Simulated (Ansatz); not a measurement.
**Electrons against holes in KF, calculated with Ansatz**

Space group Fm-3m (No. 225), 2 atoms in the cell of the first input below: a = 3.781 Å, b = 3.781 Å, c = 3.781 Å, α = 60.00°, β = 60.00°, γ = 60.00°.

The structure is a measured one, not always of the ambient phase, taken without relaxation (pressure 1.3 GPa with this functional, without spin–orbit coupling). Functional: PBE.

Spin–orbit coupling is left out. Kohn–Sham gap on the run's mesh: 6.17 eV (the true one may be smaller).

The states of the whole zone with their velocity products:

```yaml
crystal:
  lattice:
    - [0.0, 2.6734993184, 2.6734993184]
    - [2.6734993184, 0.0, 2.6734993184]
    - [2.6734993184, 2.6734993184, 0.0]
  atoms:
    - { symbol: K, position: [0.0, 0.0, 0.0] }
    - { symbol: F, position: [0.5, 0.5, 0.5] }
basis:
  ecutwfc: 420
  ecutrho_ratio: 4
kpoints:
  mp_grid: { grid: [12, 12, 12] }
hamiltonian:
  xc: pbe
scf:
  occupations: { method: gaussian, width: 0.05 }
output:
  forces: true
  stress: true
  eigenvalues: true
  states_by_energy: { minimum_broadening: 0.025 }
```

```bash
ansatz run input.yaml --threads 4 --pin off --max-ram 9216MiB --backend cpu --events-out ev --progress --plain --runs-dir out
```

Time: 70 s on 4 threads of Arm Neoverse N1, with other jobs on the host, peak memory 0.74 GiB.

From that table, at a constant relaxation time τ with Fermi–Dirac weights and rigid bands:

```json
{"T (K)": "300", "doping (cm⁻³)": "n 1e19", "μ − E_F (eV)": "3.094", "σ_xx/τ (10²⁰/Ω m s)": "0.00507", "S_xx (μV/K)": "-224", "Lorenz (10⁻⁸ V²/K²)": "1.92", "ħω_p,xx (eV)": "0.158"}
{"T (K)": "300", "doping (cm⁻³)": "p 1e19", "μ − E_F (eV)": "-2.947", "σ_xx/τ (10²⁰/Ω m s)": "0.000516", "S_xx (μV/K)": "701", "Lorenz (10⁻⁸ V²/K²)": "1.72", "ħω_p,xx (eV)": "0.050"}
{"T (K)": "300", "doping (cm⁻³)": "n 1e20", "μ − E_F (eV)": "3.223", "σ_xx/τ (10²⁰/Ω m s)": "0.0496", "S_xx (μV/K)": "-74", "Lorenz (10⁻⁸ V²/K²)": "2.24", "ħω_p,xx (eV)": "0.492"}
{"T (K)": "300", "doping (cm⁻³)": "p 1e20", "μ − E_F (eV)": "-3.006", "σ_xx/τ (10²⁰/Ω m s)": "0.00515", "S_xx (μV/K)": "503", "Lorenz (10⁻⁸ V²/K²)": "1.72", "ħω_p,xx (eV)": "0.159"}
{"T (K)": "300", "doping (cm⁻³)": "n 1e21", "μ − E_F (eV)": "3.700", "σ_xx/τ (10²⁰/Ω m s)": "0.439", "S_xx (μV/K)": "-17", "Lorenz (10⁻⁸ V²/K²)": "2.43", "ħω_p,xx (eV)": "1.466"}
{"T (K)": "300", "doping (cm⁻³)": "p 1e21", "μ − E_F (eV)": "-3.069", "σ_xx/τ (10²⁰/Ω m s)": "0.0509", "S_xx (μV/K)": "309", "Lorenz (10⁻⁸ V²/K²)": "1.70", "ħω_p,xx (eV)": "0.499"}
{"T (K)": "600", "doping (cm⁻³)": "n 1e19", "μ − E_F (eV)": "3.036", "σ_xx/τ (10²⁰/Ω m s)": "0.00499", "S_xx (μV/K)": "-310", "Lorenz (10⁻⁸ V²/K²)": "1.87", "ħω_p,xx (eV)": "0.156"}
{"T (K)": "600", "doping (cm⁻³)": "p 1e19", "μ − E_F (eV)": "-2.740", "σ_xx/τ (10²⁰/Ω m s)": "0.000403", "S_xx (μV/K)": "770", "Lorenz (10⁻⁸ V²/K²)": "0.99", "ħω_p,xx (eV)": "0.044"}
{"T (K)": "600", "doping (cm⁻³)": "n 1e20", "μ − E_F (eV)": "3.207", "σ_xx/τ (10²⁰/Ω m s)": "0.049", "S_xx (μV/K)": "-133", "Lorenz (10⁻⁸ V²/K²)": "2.05", "ħω_p,xx (eV)": "0.490"}
{"T (K)": "600", "doping (cm⁻³)": "p 1e20", "μ − E_F (eV)": "-2.859", "σ_xx/τ (10²⁰/Ω m s)": "0.00402", "S_xx (μV/K)": "571", "Lorenz (10⁻⁸ V²/K²)": "0.99", "ħω_p,xx (eV)": "0.140"}
{"T (K)": "600", "doping (cm⁻³)": "n 1e21", "μ − E_F (eV)": "3.696", "σ_xx/τ (10²⁰/Ω m s)": "0.437", "S_xx (μV/K)": "-35", "Lorenz (10⁻⁸ V²/K²)": "2.38", "ħω_p,xx (eV)": "1.463"}
{"T (K)": "600", "doping (cm⁻³)": "p 1e21", "μ − E_F (eV)": "-2.980", "σ_xx/τ (10²⁰/Ω m s)": "0.0399", "S_xx (μV/K)": "373", "Lorenz (10⁻⁸ V²/K²)": "0.99", "ħω_p,xx (eV)": "0.442"}
{"T (K)": "900", "doping (cm⁻³)": "n 1e19", "μ − E_F (eV)": "2.959", "σ_xx/τ (10²⁰/Ω m s)": "0.0049", "S_xx (μV/K)": "-362", "Lorenz (10⁻⁸ V²/K²)": "1.85", "ħω_p,xx (eV)": "0.155"}
{"T (K)": "900", "doping (cm⁻³)": "p 1e19", "μ − E_F (eV)": "-2.516", "σ_xx/τ (10²⁰/Ω m s)": "0.000319", "S_xx (μV/K)": "795", "Lorenz (10⁻⁸ V²/K²)": "0.72", "ħω_p,xx (eV)": "0.039"}
{"T (K)": "900", "doping (cm⁻³)": "n 1e20", "μ − E_F (eV)": "3.180", "σ_xx/τ (10²⁰/Ω m s)": "0.0483", "S_xx (μV/K)": "-176", "Lorenz (10⁻⁸ V²/K²)": "1.97", "ħω_p,xx (eV)": "0.486"}
{"T (K)": "900", "doping (cm⁻³)": "p 1e20", "μ − E_F (eV)": "-2.694", "σ_xx/τ (10²⁰/Ω m s)": "0.00318", "S_xx (μV/K)": "596", "Lorenz (10⁻⁸ V²/K²)": "0.72", "ħω_p,xx (eV)": "0.125"}
{"T (K)": "900", "doping (cm⁻³)": "n 1e21", "μ − E_F (eV)": "3.689", "σ_xx/τ (10²⁰/Ω m s)": "0.435", "S_xx (μV/K)": "-52", "Lorenz (10⁻⁸ V²/K²)": "2.32", "ħω_p,xx (eV)": "1.459"}
{"T (K)": "900", "doping (cm⁻³)": "p 1e21", "μ − E_F (eV)": "-2.874", "σ_xx/τ (10²⁰/Ω m s)": "0.0316", "S_xx (μV/K)": "398", "Lorenz (10⁻⁸ V²/K²)": "0.72", "ħω_p,xx (eV)": "0.393"}
```

**Question.** Which of the dopings listed at 300 K has the largest power factor S²σ/τ along x?

**Answer.** n 1e19: 0.26, p 1e19: 0.25, n 1e20: 0.27, p 1e20: 1.3, n 1e21: 0.13, p 1e21: 4.8 (10¹¹ W/m K² s), so p 1e21 cm⁻³, if τ is the same for all.

Caveats: crystals with gaps this wide can seldom be doped to such densities with both signs of carrier, so the rows show what the bands would give; melting, decomposition and changes of phase at these temperatures weren't checked; no scattering is computed, and the gap isn't corrected.
